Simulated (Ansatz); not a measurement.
An Ansatz (a first-principles code) run. Input:

Ansatz 0.2 input:
```yaml
crystal:
  lattice:
    - [0.0, 2.5280505901, 2.5280505901]
    - [2.5280505901, 0.0, 2.5280505901]
    - [2.5280505901, 2.5280505901, 0.0]
  atoms:
    - { symbol: Hf, position: [0.0, 0.0, 0.0] }
    - { symbol: O, position: [0.25, 0.25, 0.25] }
    - { symbol: O, position: [0.75, 0.75, 0.75] }
kpoints:
  mp_grid: { grid: [7, 7, 7] }
hamiltonian:
  xc: hse06
  pseudopotentials: { kind: paw }
magnetization: { noncollinear: true, spin_orbit: true }
scf:
  n_extra_bands: 12
  occupations: { method: gaussian, width: 0.02 }
output:
  eigenvalues: true
  eigenstates:
    e_range: [-9.0, 16.1]
    kpoints:
      - [0.5, 0.0, 0.5]  # VBM
      - [0.5, 0.0, 0.5]  # CBM
      - [0.0, 0.0, 0.0]  # GAMMA
      - [0.5, 0.0, 0.5]  # X
      - [0.5, 0.5, 0.5]  # L
      - [0.5, 0.25, 0.75]  # W
      - [0.375, 0.375, 0.75]  # K
      - [0.625, 0.25, 0.625]  # U
```

Output (shortened):

```
Pseudopotential: Hf, paw_fr, valence charge 26
Pseudopotential: O, paw_fr, valence charge 6
Functional definition: HSE06
non-collinear run that drives no moment, with spin-orbit …
Crystal: 3 atoms, lattice volume = 32.314 Å³
Basis set: ecut = 420 eV, 609 PW (Γ)
Bands: 50, of which v1, the nominal top of the filled ones, is band 38 counted from 1 (37 counted from 0)
Symmetry: 48 space group operations + 48 with time reversal
k-points: 20 of 343
Projection manifold: j_resolved (fully-relativistic pseudo-atomic orbitals)
SCF iter   1: F=—  HF=-16880.417573 eV  |F-HF|=—  |Δ(HF+E_count)|=         —  Δρ=8.09e-2  dr2=1.63e0  dr2_m=0.00e0 (ungated)  ethr=1.00e-1  |M|=0.00e0 ∫|m|=0.00e0 μB  |m|>n=0.0e0 m-floor=0.0e0 τ_xc=0.0e0  β_m=0.30  ⟨swp⟩=4.3  Hψ=3266  notcnv=0
preconditioner: auto → none
SCF iter   2: F=—  HF=-16880.047583 eV  |F-HF|=—  |Δ(HF+E_count)|=   3.70e-1  Δρ=4.55e-2  dr2=4.58e-1  dr2_m=0.00e0 (ungated)  ethr=4.29e-3  |M|=0.00e0 ∫|m|=0.00e0 μB  |m|>n=0.0e0 m-floor=0.0e0 τ_xc=0.0e0  β_m=0.42  ⟨swp⟩=3.0  Hψ=2314  notcnv=0
SCF iter   3: F=—  HF=-16880.000172 eV  |F-HF|=—  |Δ(HF+E_count)|=   4.74e-2  Δρ=2.38e-2  dr2=8.23e-2  dr2_m=0.00e0 (ungated)  ethr=1.21e-3  |M|=0.00e0 ∫|m|=0.00e0 μB  |m|>n=0.0e0 m-floor=0.0e0 τ_xc=0.0e0  β_m=0.42  ⟨swp⟩=3.4  Hψ=2467  notcnv=0  defer=2
SCF iter   4: F=—  HF=-16880.008222 eV  |F-HF|=—  |Δ(HF+E_count)|=   8.05e-3  Δρ=7.97e-3  dr2=8.25e-3  dr2_m=0.00e0 (ungated)  ethr=2.17e-4  |M|=0.00e0 ∫|m|=0.00e0 μB  |m|>n=0.0e0 m-floor=0.0e0 τ_xc=0.0e0  β_m=0.63  ⟨swp⟩=3.0  Hψ=2596  notcnv=0
iter 5 solved again at ethr=7.76e-7 eV; its pass at ethr=2.17e-5 eV (dr2=2.95e-4 eV) is discarded
SCF iter   5: F=-16880.012701 eV  HF=-16880.012941 eV  |F-HF|=2.41e-4  |Δ(HF+E_count)|=   4.72e-3  Δρ=1.26e-3  dr2=3.00e-4  dr2_m=0.00e0 (ungated)  ethr=7.76e-7  |M|=0.00e0 ∫|m|=0.00e0 μB  |m|>n=0.0e0 m-floor=0.0e0 τ_xc=0.0e0  ⟨swp⟩=3.6  Hψ=4341  notcnv=0
SCF 1 stopped early in 5 iterations: F = -16880.012701 eV  dr2 = 3.00e-4
Crystal: 3 atoms, lattice volume = 32.314 Å³
Projection manifold: j_resolved (fully-relativistic pseudo-atomic orbitals)
Exchange kernel: α = 0.2500, screened, ω = 0.2079 Å⁻¹, Wigner–Seitz truncation, v(0) = 1046.7743 eV·Å³, q-mesh 7×7×7, nearest image of the exchange supercell L …
Frozen-core exchange: fock
SCF iter   1: F=—  HF=-16863.644110 eV  |F-HF|=—  |Δ(HF+E_count)|=         —  Δρ=1.15e-2  dr2=4.59e-2  dr2_m=0.00e0 (ungated)  ethr=7.89e-6  |M|=0.00e0 ∫|m|=0.00e0 μB  |m|>n=0.0e0 m-floor=0.0e0 τ_xc=0.0e0  β_m=0.30  ⟨swp⟩=5.0  Hψ=4212  notcnv=0
preconditioner: auto → none
SCF iter   2: F=—  HF=-16863.597709 eV  |F-HF|=—  |Δ(HF+E_count)|=   4.64e-2  Δρ=7.59e-3  dr2=1.58e-2  dr2_m=0.00e0 (ungated)  ethr=7.89e-6  |M|=0.00e0 ∫|m|=0.00e0 μB  |m|>n=0.0e0 m-floor=0.0e0 τ_xc=0.0e0  β_m=0.41  ⟨swp⟩=4.0  Hψ=3356  notcnv=0
SCF iter   3: F=—  HF=-16863.587793 eV  |F-HF|=—  |Δ(HF+E_count)|=   9.92e-3  Δρ=3.91e-3  dr2=3.74e-3  dr2_m=0.00e0 (ungated)  ethr=7.89e-6  |M|=0.00e0 ∫|m|=0.00e0 μB  |m|>n=0.0e0 m-floor=0.0e0 τ_xc=0.0e0  β_m=0.54  ⟨swp⟩=3.1  Hψ=2740  notcnv=0
SCF iter   4: F=—  HF=-16863.603885 eV  |F-HF|=—  |Δ(HF+E_count)|=   1.61e-2  Δρ=1.49e-3  dr2=8.56e-4  dr2_m=0.00e0 (ungated)  ethr=5.20e-6  |M|=0.00e0 ∫|m|=0.00e0 μB  |m|>n=0.0e0 m-floor=0.0e0 τ_xc=0.0e0  β_m=0.54  ⟨swp⟩=4.0  Hψ=3106  notcnv=0
SCF iter   5: F=-16863.603404 eV  HF=-16863.603405 eV  |F-HF|=8.41e-7  |Δ(HF+E_count)|=   4.80e-4  Δρ=1.55e-4  dr2=1.68e-5  dr2_m=0.00e0 (ungated)  ethr=2.10e-6  |M|=0.00e0 ∫|m|=0.00e0 μB  |m|>n=0.0e0 m-floor=0.0e0 τ_xc=0.0e0  ⟨swp⟩=3.0  Hψ=2231  notcnv=0
SCF 2 stopped early in 5 iterations: F = -16863.603404 eV  dr2 = 1.68e-5
hybrid outer 1: dexx = +1.673e-2 eV, tail = 1.07e-3 eV
Crystal: 3 atoms, lattice volume = 32.314 Å³
Projection manifold: j_resolved (fully-relativistic pseudo-atomic orbitals)
Exchange kernel: α = 0.2500, screened, ω = 0.2079 Å⁻¹, Wigner–Seitz truncation, v(0) = 1046.7743 eV·Å³, q-mesh 7×7×7, nearest image of the exchange supercell L …
Frozen-core exchange: fock
SCF iter   1: F=—  HF=-16863.602909 eV  |F-HF|=—  |Δ(HF+E_count)|=         —  Δρ=1.53e-4  dr2=1.90e-6  dr2_m=0.00e0 (ungated)  ethr=1.40e-5  |M|=0.00e0 ∫|m|=0.00e0 μB  |m|>n=0.0e0 m-floor=0.0e0 τ_xc=0.0e0  β_m=0.30  ⟨swp⟩=2.5  Hψ=2019  notcnv=0
preconditioner: auto → none
SCF iter   2: F=—  HF=-16863.602912 eV  |F-HF|=—  |Δ(HF+E_count)|=   3.28e-6  Δρ=5.54e-5  dr2=4.10e-7  dr2_m=0.00e0 (ungated)  ethr=4.67e-9  |M|=0.00e0 ∫|m|=0.00e0 μB  |m|>n=0.0e0 m-floor=0.0e0 τ_xc=0.0e0  β_m=0.42  ⟨swp⟩=4.0  Hψ=3109  notcnv=0
iter 3 solved again at ethr=7.25e-11 eV; its pass at ethr=7.62e-10 eV (dr2=2.75e-8 eV) is discarded
SCF iter   3: F=—  HF=-16863.602912 eV  |F-HF|=—  |Δ(HF+E_count)|=   2.16e-7  Δρ=2.15e-5  dr2=1.15e-7  dr2_m=0.00e0 (ungated)  ethr=7.25e-11  |M|=0.00e0 ∫|m|=0.00e0 μB  |m|>n=0.0e0 m-floor=0.0e0 τ_xc=0.0e0  β_m=0.66  ⟨swp⟩=2.4  Hψ=4446  notcnv=0  defer=4
SCF iter   4: F=-16863.602913 eV  HF=-16863.602913 eV  |F-HF|=5.71e-8  |Δ(HF+E_count)|=   8.43e-7  Δρ=1.58e-5  dr2=6.58e-8  dr2_m=0.00e0 (ungated)  ethr=7.25e-11  |M|=0.00e0 ∫|m|=0.00e0 μB  |m|>n=0.0e0 m-floor=0.0e0 τ_xc=0.0e0  ⟨swp⟩=4.1  Hψ=3106  notcnv=0  defer=2
SCF 3 converged in 4 iterations: F = -16863.602913 eV  dr2 = 6.58e-8
hybrid outer 2: dexx = +1.274e-6 eV, tail = 4.73e-7 eV, Δε = 9.09e-3 eV (about 7.79e-4 eV left of the loop's levels)
NSCF: frozen V_eff on 8 k-points
hybrid SCF converged: 2 outer / 9 inner (+5 warm-up), last move |dexx| = 1.27e-6 eV, tail = 4.73e-7 eV
Stability not checked (fock_operator)
Magnetization: |M| = 0.0000 μB,  M = (+0.0000, +0.0000, +0.0000) μB
Absolute magnetization: 0.0000 μB (∫|m|)
  site 0: m = (+0.0000, +0.0000, +0.0000) μB, |m| = 0.0000 μB  (R = 0.90 Å)
  site 1: m = (+0.0000, +0.0000, +0.0000) μB, |m| = 0.0000 μB  (R = 0.90 Å)
  site 2: m = (+0.0000, +0.0000, +0.0000) μB, |m| = 0.0000 μB  (R = 0.90 Å)
Free energy (F): -16863.602913 eV
Frozen-core exchange: fock
Harris-Foulkes:  -16863.602913 eV  (|F-HF|=5.71e-8)
Internal energy: -16863.602913 eV  (E = F + TS)
E sigma→0 (E₀):  -16863.602913 eV
Fermi energy:    17.897007 eV
--- Per-component energies (eV) ---
  E_band       = -38.761956
  E_kinetic    = 770.986211
  E_local      = -5699.997178  (includes V_loc(G=0)·N_el)
  E_nonlocal   = -1166.008957
  E_hartree    = 2616.649389
  E_xc         = -354.658860
  E_vxc        = -359.635098  (∫ρ·V_xc dr)
  E_exx        = -154.649791  (= α·E_x^exact, valence–valence)
  E_paw        = -7169.249570  (= ΣΔE_a)
  E_vpaw       = 1491.894171  (= ΣTr[D̂ρ^β])
  E_aug_tail   = 0.004962  (compensation charges beyond the density's cutoff)
  E_ewald      = -5707.832397
  E_core_change = 1.153279  (= ΣΔE_core)
  E_smearing   =  0.000000  (= −TS)
  E_closure    =  0.000000  (closes the sum)
  Σ components = -16863.602913   (vs F -16863.602913, Δ=0.00e0)
  [band-id]    e_kinetic+e_local+e_nonlocal+2·e_hartree+e_vxc+2·e_exx+e_vpaw+e_augmentation_tail = -38.756694   (vs E_band -38.761956, Δ=5.26e-3)
--- Band table (eV; the first three rows and the last of 20) ---
  k-point 0: bands = ["-48.3773", "-48.3773", "-21.3133", "-21.3133", "-13.3738", "-13.3738", "-13.3738", "-13.3738", "-5.3429", "-5.3429", "-2.3587", "-2.3587", "0.7889", "0.7889", "0.7889", "0.7889", "0.9426", "0.9426", "2.5503", "2.5503", "2.5944", …
  k-point 1: bands = ["-48.3740", "-48.3740", "-21.3357", "-21.3357", "-13.4913", "-13.4913", "-13.3900", "-13.3900", "-5.0327", "-5.0327", "-2.5378", "-2.5378", "0.7885", "0.7885", "0.7922", "0.7922", "0.9108", "0.9108", "2.5554", "2.5554", "2.5922", …
  k-point 2: bands = ["-48.3664", "-48.3664", "-21.3858", "-21.3858", "-13.7319", "-13.7319", "-13.4259", "-13.4259", "-4.3965", "-4.3965", "-2.8363", "-2.8363", "0.7880", "0.7880", "0.8003", "0.8003", "0.8591", "0.8591", "2.5676", "2.5676", "2.5885", …
  k-point 19: bands = ["-48.3540", "-48.3540", "-21.4646", "-21.4646", "-13.9174", "-13.9174", "-13.6783", "-13.6783", "-3.3923", "-3.3923", "-3.0609", "-3.0609", "0.7912", "0.7912", "0.8018", "0.8018", "0.8161", "0.8161", "2.5677", "2.5677", "2.5840", …
```

Cost: very roughly 16 core-minutes on shared cores.

The points marked VBM and CBM come from a semilocal run.

Space group Fm-3m (fluorite). This is a known high-temperature phase of the composition, computed here at zero pressure and temperature. The cell was relaxed with HSE06 under the symmetry of its start; its stability against distortions is not shown here. The run is not spin-polarised.

Potentials: the later of the program's two PAW sets.

Ansatz is a plane-wave DFT program.
